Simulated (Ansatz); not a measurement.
# ReSb₂ in the CdI2-type structure

Level of theory: DFT, PBE, scalar-relativistic, no spin polarisation; plane waves to 420 eV with PAW datasets (Ansatz 0.2.0), 12×12×4 k-mesh, Gaussian smearing of 0.05 eV. The datasets are Ansatz's generated set soft_2.

```xyz
3
Lattice="3.2832 0.0000 0.0000 -1.6416 2.8433 0.0000 0.0000 0.0000 8.8616" Properties=species:S:1:pos:R:3 pbc="T T T"
Re    0.0000    0.0000    0.0000
Sb    0.0000    1.8956    2.0026
Sb    1.6416    0.9478    6.8590
```

The structure was built from a prototype; whether the compound forms in it isn't claimed.

Cell and atoms are those of this level's equilibrium.

The cell has space group P-3m1 (read at 0.01 Å). In it the stress is 0.01, 0.01, 0.00, 0.00, 0.00, 0.00 GPa and the largest force component 0.001 eV/Å. Each change below starts from this cell, without further relaxation. Stress is in GPa, positive in compression, in the order xx, yy, zz, yz, xz, xy; energies are counted from the cell above and are free energies with the smearing's entropy, which match forces and stress in a metal.

What happens when atom 3 (Sb) is moved by 0.02 Å along y?

The energy changes by 0.7 meV per cell, and the force on it along the shift is -0.069 eV/Å (−F/u = 3.43 eV/Å²). Stress: -0.09, 0.12, 0.01, 0.31, 0.00, 0.00.
```tsv
atom	Fx (eV/Å)	Fy	Fz
Re1	0.000	0.056	0.002
Sb2	0.000	0.012	0.001
Sb3	0.000	-0.069	-0.003
```

What happens when atom 2 (Sb) is moved by 0.05 Å along y?

The energy changes by 4.1 meV per cell, and the force on it along the shift is -0.160 eV/Å (−F/u = 3.20 eV/Å²). Stress: 0.27, -0.22, 0.05, -0.74, 0.00, 0.00.
```
atom  Fx (eV/Å)      Fy      Fz
 Re1      0.000   0.129  -0.013
 Sb2      0.000  -0.160   0.014
 Sb3      0.000   0.031  -0.001
```
In a harmonic crystal the energy would rise by −½F·u = ½ × 3.20 × 0.05² eV = 4.0 meV, which matches.

What stress follows from an engineering strain of 2 % in yy, atoms carried along?

-0.77, -2.59, -1.60, -0.33, 0.00, 0.00 GPa; the energy changes by 14.6 meV per cell.
```tsv
atom	Fx (eV/Å)	Fy	Fz
Re1	0.000	0.000	0.000
Sb2	0.000	-0.042	-0.206
Sb3	0.000	0.042	0.206
```
The change of the stress over the strain gives a clamped-atom stiffness of about 130 GPa for this component, a secant value that lies under the elastic constant in tension and over it in compression, by several per cent for each per cent of strain.
In a harmonic crystal the energy would rise by V(½Cε² − σ₀ε), with σ₀ the stress of the unstrained cell, = 13.3 meV, close to the run's value; the rest has the sign of the anharmonic part, which a secant stiffness overstates.

What stress follows from an engineering strain of -1 % in yz, atoms carried along?

-0.19, 0.23, 0.02, 0.63, 0.00, 0.00 GPa; the energy changes by 1.6 meV per cell.
| atom | Fx (eV/Å) | Fy | Fz |
| --- | --- | --- | --- |
| Re1 | 0.000 | 0.000 | 0.000 |
| Sb2 | 0.000 | 0.081 | 0.004 |
| Sb3 | 0.000 | -0.081 | -0.004 |
The change of the stress over the strain gives a clamped-atom stiffness of about 63 GPa for this component.
In a harmonic crystal the energy would rise by V(½Cε² − σ₀ε), with σ₀ the stress of the unstrained cell, = 1.6 meV, which matches.

All atoms and the cell are disturbed at random:
```
CELL_PARAMETERS angstrom
3.22008 0.02184 0.03462
-1.59112 2.82841 -0.02717
0.09345 -0.03072 8.95910
ATOMIC_POSITIONS crystal
Re 0.99807 0.99170 0.00456
Sb 0.33211 0.67252 0.22686
Sb 0.66983 0.33578 0.76858
```
Give the energy change, the stress and the forces.

63.9 meV per cell; stress 1.76, -0.25, -2.87, -0.18, -0.62, -0.51 GPa.
| atom | Fx (eV/Å) | Fy | Fz |
| --- | --- | --- | --- |
| Re1 | -0.017 | 0.178 | -0.821 |
| Sb2 | -0.072 | -0.112 | 0.070 |
| Sb3 | 0.089 | -0.066 | 0.751 |

All atoms and the cell are disturbed at random:
```
CELL_PARAMETERS angstrom
3.33038 0.00374 0.04336
-1.66196 2.79706 -0.01429
0.11704 0.02305 8.93449
ATOMIC_POSITIONS crystal
Re 0.99272 0.99014 0.00252
Sb 0.33298 0.66198 0.22669
Sb 0.67430 0.34787 0.77080
```
Give the energy change, the stress and the forces.

52.3 meV per cell; stress -2.41, 1.05, -2.76, 0.89, -1.49, 0.35 GPa.
```
atom  Fx (eV/Å)      Fy      Fz
 Re1      0.114   0.197  -0.446
 Sb2     -0.245   0.012  -0.120
 Sb3      0.131  -0.209   0.566
```

For elements this heavy, spin–orbit coupling would shift levels and gaps; it isn't included here. The cell is a metal with an odd number of electrons, and spin polarisation wasn't tried. The structure is built of weakly bound layers, and this functional has no dispersion term, so their spacing and all that hangs on it (volume, the soft elastic constants, low modes, dielectric constants) are poorly given.
